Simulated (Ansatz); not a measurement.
Collinear states of TeW

Computed with Ansatz, DFT r2SCAN, scalar-relativistic, plane waves, PAW.

```cif
data_structure
_symmetry_space_group_name_H-M 'P 1'
_symmetry_Int_Tables_number 1
_cell_length_a 4.3301
_cell_length_b 4.3301
_cell_length_c 4.3301
_cell_angle_alpha 60.000
_cell_angle_beta 60.000
_cell_angle_gamma 60.000
_cell_volume 57.41
loop_
_atom_site_label
_atom_site_type_symbol
_atom_site_fract_x
_atom_site_fract_y
_atom_site_fract_z
_atom_site_occupancy
W1 W 0.00000 0.00000 0.00000 1
Te1 Te 0.25000 0.25000 0.25000 1
```

The plane-wave cutoff is 500 eV. The Γ-centred k-mesh is 12×12×12, the occupation rule is Gaussian smearing, 0.1 eV and the list of starting moments (μB, in atom order) is 1 0. The check for lower electronic states after the SCF is off.

All runs keep this geometry, which isn't relaxed for the lowest state (largest force there 0.000 eV/Å, pressure -1.1 GPa) and needn't be a stable compound; relaxing each order can shift differences of a few meV. A propagation vector, in units of the reciprocal vectors, doubles the cell, which takes an equally dense mesh. Spin–orbit coupling is left out, which for heavy magnetic ions can matter as much as these differences. r2SCAN tends to overstate moments in metals, so a weak moment here may be absent in the real material. Site moments are spin moments in atom-centred spheres that scale with the neighbour distance. The states are those that the runs reached from these starts; a lower one can exist.

Question: Starts tried: no spin; ferromagnetic; antiferromagnetic, doubled cell, propagation vector (0, 1/2, 1/2). Which state comes out lowest, and what are the moments?

Answer: The lowest state is ferromagnetic, reached from the start “ferromagnetic”, with site moments (μB) W +1.06.

```
                                                            start ends energy above lowest (meV/atom) site moments (μB) gap on mesh (eV) P (GPa)
                                                          no spin non-magnetic                             148     none over 0.05             metal     -2.9
                                                    ferromagnetic ferromagnetic                            0.00            W +1.06             metal     -1.1
antiferromagnetic, doubled cell, propagation vector (0, 1/2, 1/2) antiferromagnetic                            19.3   W +1.32, W -1.32             metal      0.1
```

Cost: 3 runs of about 3.9 core-minutes in all, on Intel Xeon Platinum 8488C (Sapphire Rapids) (shared hosts).